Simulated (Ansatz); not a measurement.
NaF (rock salt, Fm-3m), a = b = c = 4.595 Å, α = β = γ = 90.00°; the cell used has 2 atoms.

This is the r²SCAN-relaxed structure.

**Question.** All from plane-wave PAW r²SCAN (Ansatz code), unless another level is named. Predict the electronic dielectric constant ε∞ (DFPT).

**Answer.** 1.81.

**Question.** Next, the static dielectric constant ε0 (ions relaxed, cell fixed)?

**Answer.** 4.64.

**Question.** And the Bader charges?

**Answer.** Na +0.89, F -0.89 e.

**Question.** Next, the Born charges (a third of the trace)?

**Answer.** Na +1.00, F -1.00 e.

The cell was relaxed with r²SCAN under the symmetry of its start.

Potentials: the earlier of the program's two PAW sets. The files were generated under PBE; for other functionals the program regenerates the frozen cores, and for LDA and PBEsol the local potential too.
